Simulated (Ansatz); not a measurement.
BePd (CsCl type, Pm-3m) under volume change, r²SCAN in the plane-wave PAW code Ansatz, scaled uniformly.

| V (Å³/atom) | E − E(relaxed) (meV/atom) | P (GPa) |
|---|---|---|
| 10.119 | 62.2 | 21.74 |
| 10.453 | 26.0 | 13.23 |
| 10.786 | 6.1 | 6.06 |
| 11.120 | 0.0 | 0.00 |
| 11.454 | 5.5 | -5.12 |
| 11.787 | 20.8 | -9.45 |
| 12.121 | 44.4 | -13.10 |

What does a third-order Birch–Murnaghan fit give for V₀, B₀ and B′?

V₀ = 11.12 Å³/atom, B₀ = 185 GPa, B′ = 4.6.

The workflow started from an entry of the Crystallography Open Database (COD). Its standing as an ambient phase is unchecked. The r²SCAN relaxation kept the symmetry of its start; whether a distortion lowers the energy is not shown. The run is not spin-polarised.

Potentials: the later of the program's two PAW sets.
